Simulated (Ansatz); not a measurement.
**Computed properties of TiAgHg2**

```
Ti Ag Hg
1.0
     4.15000    0.00000    0.00000
     0.00000    4.15000    0.00000
     0.00000    0.00000    4.06000
Ti Ag Hg
1 1 2
Direct
  0.50000 0.50000 0.00000
  0.00000 0.00000 0.00000
  0.00000 0.50000 0.50000
  0.50000 0.00000 0.50000
```

Atoms are numbered in the order listed.

The geometry is COD entry 1509376, unchecked; take it as a test cell.

Spin polarisation is left out, and whether a magnetic state lies lower isn't shown here.

No spin–orbit coupling, which matters for the heavy atoms here.

Methods: DFT, PBEsol, all-electron LAPW, scalar-relativistic (Ansatz 0.2.0); DFT, PBEsol, PAW with Ansatz's default frozen-core files, scalar-relativistic (Ansatz 0.2.0).

For LAPW: a Γ-centred 8×8×8 k mesh, Fermi–Dirac smearing of 0.03 eV, basis error target 1 meV/atom, no spin polarisation. PAW takes a cutoff of 420 eV at this cell (files made with PBE, cores remade for this functional). The Ansatz runs share mesh, smearing and spin set-up. Values come from LAPW unless marked.

```json
{
  "Pressure at this cell": "7.50 GPa",
  "Bader charges (from the PAW run)": "Ti1 +1.31, Ag2 -0.29, Hg3 -0.51 e",
  "Löwdin charges (with 1.23 e of the cell spilling out of the atomic basis, so their sizes and signs hang on that basis)": "Ti1 -0.16, Ag2 -0.01, Hg3 0.70 e",
  "Density of states at the Fermi level (0.2 eV bin)": "5.87 states/eV per cell",
  "Volume per atom": "118.0 bohr³"
}
```

Task: Give the computed value. Stress xx, yy, zz (compression positive).

Result: 8.10, 8.10, 6.30 GPa.

Task: Band gap: what does the calculation give?

Result: none: with an odd electron count and no spin polarisation the bands can't all be full, a metal in this set-up (in compounds, spin order or a distortion in a larger cell can open a gap).
